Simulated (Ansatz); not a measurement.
NiAu:
```
NiAu
1.0
    1.40550     0.81147     4.22755
   -1.40550     0.81147     4.22755
    0.00000    -1.62293     4.22755
Au Ni
1 1
Direct
  0.00000   0.00000   0.00000
  0.50000   0.50000   0.50000
```
The run is spin-polarised; directions of the spins, atom by atom: 0 ↑.

Relaxed with r²SCAN. Special points in fractions of this cell's reciprocal vectors: Γ (0.000, 0.000, 0.000); T (0.500, 0.500, 0.500); H2 (0.809, 0.191, 0.500); H0 (0.500, -0.191, 0.191); L (0.500, 0.000, 0.000); S0 (0.346, -0.346, 0.000); S2 (0.654, 0.000, 0.346); F (0.500, 0.000, 0.500).

Question: List the band energies nearest the Fermi level at these points for r²SCAN (plane waves, PAW; program Ansatz).

Answer: In eV from the Fermi level; about four levels below and three above (degenerate sets whole), none deeper than 8.9 eV; … stands for higher levels left out; points with the same levels are listed once.

```
k                             below           above
----  -----------------------------  --------------
Γ ↑         -1.93 -1.93 -1.46 -1.46     0.05 5.49 …
T ↑   -2.54 -2.54 -2.49 -1.83 -1.83         13.25 …
H2 ↑        -2.00 -1.89 -1.80 -1.21  3.14 3.44 4.36
L ↑         -2.46 -2.29 -2.03 -1.31  0.86 1.58 6.38
S0 ↑        -2.00 -1.88 -1.85 -1.26  2.91 3.37 4.75
F ↑         -1.43 -1.19 -1.06 -0.91     1.58 3.58 …
Γ ↓         -2.04 -1.29 -1.29 -0.08  0.29 0.29 5.67
T ↓         -1.48 -1.48 -0.24 -0.24         13.31 …
H2 ↓        -1.50 -1.13 -0.60 -0.55  3.51 3.63 4.47
L ↓         -2.09 -2.06 -1.82 -1.00  0.12 1.30 1.47
S0 ↓  -1.54 -1.53 -1.05 -0.70 -0.52  3.25 3.52 4.94
F ↓         -1.03 -0.63 -0.51 -0.32  0.54 1.43 4.09
```

Space group R-3m. The start of the workflow was typed in or built on a structure type; neither database checked (COD, Materials Project) lists it. Whether it is the stable phase at ambient conditions was not checked. The r²SCAN relaxation kept the symmetry of its start; whether a distortion lowers the energy is not shown. Spin order of the final state: ferromagnetic, the only order run, not a proven ground state. The cell computed holds one magnetic atom, so no antiferromagnetic order was within reach. Its formation energy is positive at this level, so the cell may be metastable or incomplete. Other orbital occupations within this spin state were not tried. Scalar-relativistic: spin–orbit coupling is off unless named, which matters more the heavier the elements.

Potentials: the earlier of the program's two PAW sets. The files were generated under PBE; for other functionals the program regenerates the frozen cores, and for LDA and PBEsol the local potential too.
